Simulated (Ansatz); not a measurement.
BaTiO3 (tetragonal-perovskite type, space group P4mm)

```
BaTiO3
1.0
    3.97219     0.00000     0.00000
    0.00000     3.97219     0.00000
    0.00000     0.00000     4.11302
Ti Ba O
1 1 3
Direct
  0.50000   0.50000   0.45235
  0.00000   0.00000   0.93424
  0.50000   0.50000   0.89516
  0.50000   0.00000   0.41213
  0.00000   0.50000   0.41213
```

In each cell atom 5 (O, nearest neighbour Ti at 1.993 Å; its periodic images, 4.0 Å or more away, move with it) moves by s·(0.577, 0.577, 0.577) (along Cartesian [111]), the rest being held.

All values below come from r2SCAN (plane waves to 500 eV, PAW, scalar-relativistic; Ansatz, a quantum-chemistry and plane-wave program). k mesh 7×7×7 (Γ-centred), Fermi-Dirac smearing 0.05 eV. E stands for the smeared free energy. BaTiO3 is run without spin polarisation. BaTiO3 was relaxed with its symmetry unable to fall. The zero of ΔE is the undisplaced structure.

Successive frames, forces in eV/Å:

| frame | ΔE (meV/cell) | F on Ti1 | F on Ba2 | F on O3 | F on O4 | F on O5 |
|---|---|---|---|---|---|---|
| s = 0.320 Å | 332 | (-0.185, 0.051, 0.194) | (0.226, 0.118, 0.097) | (0.826, -0.108, 0.944) | (0.893, 0.933, -0.153) | (-1.761, -0.994, -1.082) |
| s = 0.240 Å | 181 | (-0.300, 0.060, 0.196) | (0.179, 0.076, 0.057) | (0.605, -0.076, 0.665) | (0.677, 0.698, -0.111) | (-1.161, -0.758, -0.808) |
| s = 0.160 Å | 79 | (-0.285, 0.051, 0.162) | (0.124, 0.048, 0.034) | (0.393, -0.047, 0.413) | (0.455, 0.463, -0.072) | (-0.687, -0.515, -0.537) |

### Question
What are the energy and the forces in the next frame, s = 0.080 Å?

### Answer
ΔE (meV/cell) = 19.

| atom | Fx | Fy | Fz |
|---|---|---|---|
| Ti1 | -0.171 | 0.030 | 0.094 |
| Ba2 | 0.063 | 0.025 | 0.017 |
| O3 | 0.191 | -0.022 | 0.191 |
| O4 | 0.229 | 0.230 | -0.035 |
| O5 | -0.312 | -0.263 | -0.268 |

(For displaced atoms, the force is minus the slope of the energy, and its curvature is a force constant, which sets phonon frequencies.)
